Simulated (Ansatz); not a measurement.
TlAgTe$_{2}$:
Space group I-4m2 (No. 119); a = 3.579 Å, b = 3.579 Å, c = 18.716 Å, α = 90.00°, β = 90.00°, γ = 90.00°

| atom | site | symmetry | x | y | z |
|---|---|---|---|---|---|
| Ag | 2c | -4m2 | 0.0000 | 0.5000 | 0.2500 |
| Tl | 2a | -4m2 | 0.0000 | 0.0000 | 0.0000 |
| Te | 4e | 2mm. | 0.0000 | 0.0000 | 0.3649 |
(The calculation used a cell of 4 atoms; values per cell refer to that cell.)

Relaxed with r²SCAN.

Which orbitals make up the states near the Fermi level in plane-wave PAW r²SCAN (Ansatz code)?

Within 0.5 eV of the Fermi level: Te 5p 84 %. Projections are on Löwdin-orthogonalised atomic valence shells; empty p or d shells of many metals are not among them.

Tabulate the density of states.

States/eV per cell of 4 atoms, in 0.25 eV bins, energy from the Fermi level.

```tsv
E (eV)	total	Te 5p	Ag 4d	Tl 6p
-7.85	0.00	0.00	0.00	0.00
-7.60	0.35	0.09	0.00	0.01
-7.35	0.73	0.16	0.02	0.05
-7.10	0.80	0.16	0.03	0.08
-6.85	0.98	0.19	0.04	0.10
-6.60	1.75	0.44	0.08	0.12
-6.35	1.05	0.26	0.07	0.10
-6.10	0.73	0.18	0.07	0.08
-5.85	0.60	0.16	0.09	0.06
-5.60	0.96	0.33	0.38	0.05
-5.35	1.63	0.63	0.79	0.08
-5.10	6.03	1.41	3.95	0.20
-4.85	8.19	1.24	6.38	0.14
-4.60	14.43	1.27	12.15	0.09
-4.35	5.88	0.48	4.98	0.05
-4.10	4.84	0.51	4.10	0.06
-3.85	2.39	1.18	0.67	0.14
-3.60	2.43	1.22	0.66	0.12
-3.35	3.14	1.74	0.75	0.17
-3.10	2.52	1.66	0.38	0.17
-2.85	2.05	1.38	0.29	0.15
-2.60	2.87	1.77	0.57	0.22
-2.35	3.25	2.18	0.45	0.26
-2.10	2.99	2.14	0.32	0.21
-1.85	1.94	1.38	0.21	0.14
-1.60	2.73	1.88	0.36	0.21
-1.35	2.84	2.02	0.36	0.17
-1.10	3.76	2.85	0.46	0.13
-0.85	1.86	1.42	0.17	0.08
-0.60	1.55	1.22	0.11	0.07
-0.35	1.43	1.16	0.08	0.07
-0.10	1.48	1.23	0.07	0.07
0.15	1.63	1.39	0.06	0.08
0.40	1.65	1.41	0.06	0.09
0.65	1.56	1.25	0.05	0.14
0.90	1.72	1.28	0.05	0.24
1.15	1.57	0.96	0.04	0.47
1.40	2.59	1.25	0.05	0.91
1.65	1.71	0.40	0.02	0.93
1.90	1.16	0.22	0.01	0.65
2.15	1.38	0.19	0.01	0.80
2.40	1.76	0.20	0.01	1.01
2.65	2.19	0.27	0.01	1.22
2.90	1.79	0.23	0.01	0.94
3.15	1.41	0.19	0.01	0.72
3.40	1.10	0.15	0.01	0.60
3.65	1.17	0.17	0.01	0.59
3.90	2.00	0.29	0.01	0.69
4.15	2.31	0.35	0.02	0.70
4.40	2.51	0.40	0.02	0.68
4.65	1.98	0.30	0.01	0.57
```

The workflow started from an entry of the Crystallography Open Database (COD). Whether it is the stable phase at ambient conditions was not checked. The cell was relaxed with r²SCAN under the symmetry of its start; its stability against distortions is not shown here. No spin polarisation was allowed. Spin–orbit coupling is left out wherever it is not named.

Potentials: the later of the program's two PAW sets.
